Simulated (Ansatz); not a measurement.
Values for one crystal, relaxed and computed with DFT-PBEsol in the program Ansatz with PAW potentials; other levels are named.

- Volume per atom = 10.93 Å³
- Electronic character = metallic (no gap)
- Pressure derivative B′ = 4.5
- Gap with spin–orbit coupling = none (metallic)
- Poisson's ratio = 0.28
- Young's modulus = 405 GPa
- Bulk modulus (Birch–Murnaghan fit) = 311 GPa

**Question.** Pick the material that matches.
(A) Ti3C2O2, P-3m1 (O on 2c, Ti on 2d, C on 2d, Ti on 1a)
(B) EuO, rock salt
(C) WO2, P4_2/mnm (W on 2b, O on 4g)
(D) V2O3, corundum

**Answer.** C, WO2, P4_2/mnm (W on 2b, O on 4g)

The workflow started from a Materials Project entry (that database holds measured and hypothetical structures alike); the Crystallography Open Database files this formula in space group No. 136, but the cells were not matched. Whether it is the stable phase at ambient conditions was not checked. The cell was relaxed with PBEsol under the symmetry of its start; of distortions, only those at the zone centre were tested. The workflow began spin-polarised and lost its moments. No Hubbard U is applied. Spin–orbit coupling is left out wherever it is not named.

Potentials: the later of the program's two PAW sets.
